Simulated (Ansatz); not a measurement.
Al2Cu:
```
Al2Cu
1.0
   -3.02557     3.02557     2.44339
    3.02557    -3.02557     2.44339
    3.02557     3.02557    -2.44339
Cu Al
2 4
Direct
  0.25000   0.25000   0.00000
  0.75000   0.75000   0.00000
  0.84137   0.65863   0.50000
  0.15863   0.34137   0.50000
  0.65863   0.15863   0.81726
  0.34137   0.84137   0.18274
```

Relaxed with PBE. Special points in fractions of this cell's reciprocal vectors: Γ (0.000, 0.000, 0.000); X (0.000, 0.000, 0.500); M (-0.500, 0.500, 0.500); Z (0.413, 0.413, -0.413); Z0 (-0.413, 0.587, 0.413); P (0.250, 0.250, 0.250); N (0.000, 0.500, 0.000).

Question: List the band energies nearest the Fermi level at these points for the program Ansatz at the PBE level (PAW).

Answer: In eV from the Fermi level; about four levels below and three above (degenerate sets whole), none deeper than 8.9 eV; points with the same levels are listed once.

```tsv
k	below	above
Γ	-1.20 -1.20 -0.80 -0.36	0.08 1.43 1.43
X	-1.43 -1.26 -0.98 -0.66	0.82 1.27 4.63
M	-3.27 -3.16 -3.16 -1.78	2.53 2.94 2.94
Z	-3.24 -3.19 -3.19 -1.07	1.53 1.79 1.79
P	-3.88 -3.88 -3.68 -3.68	0.41 0.41 0.77 0.77
N	-3.04 -3.04 -2.55 -2.55	0.24 0.24 4.05 4.05
```

Space group I4/mcm. The cell was relaxed with PBE under the symmetry of its start. No spin polarisation was allowed.

Potentials: the earlier of the program's two PAW sets.
